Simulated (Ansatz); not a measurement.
Problem. TaAg (L1₀ or tetragonal B2, P4/mmm) is relaxed with DFT-PBE in the program Ansatz with PAW potentials. What lattice parameters of the conventional cell result?

Solution. a = 2.829 Å, c = 4.404 Å.

The start of the workflow was typed in or built on a structure type; neither database checked (COD, Materials Project) lists it. Its standing as an ambient phase is unchecked. The cell was relaxed with PBE under the symmetry of its start; whether a distortion lowers the energy is not shown. No spin polarisation was allowed. Its formation energy is positive at this level, so the cell may be metastable or incomplete. Axis ratios of metals converge slowly with the k-mesh, so a and c are less sure than the volume. Scalar-relativistic: spin–orbit coupling is off unless named, which matters more the heavier the elements.

Potentials: the earlier of the program's two PAW sets.
